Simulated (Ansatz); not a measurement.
Sr₂CdPt₂:
Space group Immm (No. 71); a = 4.5426 Å, b = 5.9751 Å, c = 9.1723 Å, α = β = γ = 90.00°

| atom | site | symmetry | x | y | z |
|---|---|---|---|---|---|
| Pt | 4h | m2m | 0.0000 | 0.2273 | 0.5000 |
| Cd | 2a | mmm | 0.0000 | 0.0000 | 0.0000 |
| Sr | 4j | mm2 | 0.0000 | 0.5000 | 0.2004 |
(The calculation used a cell of 5 atoms; values per cell refer to that cell.)

This is the r²SCAN-relaxed structure.

**Question.** All from r²SCAN in the plane-wave PAW code Ansatz, unless another level is named. Predict the density of states at the Fermi level.

**Answer.** 0.46 states/eV per atom (mean over ±0.08 eV).

**Question.** Next, the formation energy from the elements (no fitted shifts)?

**Answer.** -0.82 eV/atom.

The workflow started from an entry of the Crystallography Open Database (COD, 293 K). Whether it is the stable phase at ambient conditions was not checked. The r²SCAN relaxation kept the symmetry of its start; whether a distortion lowers the energy is not shown. No spin polarisation was allowed. Axis ratios of metals converge slowly with the k-mesh, so a and c are less sure than the volume. The references are the lowest solids computed at this level, not always the standard phases. Scalar-relativistic: spin–orbit coupling is off unless named, which matters more the heavier the elements.

Potentials: the later of the program's two PAW sets.
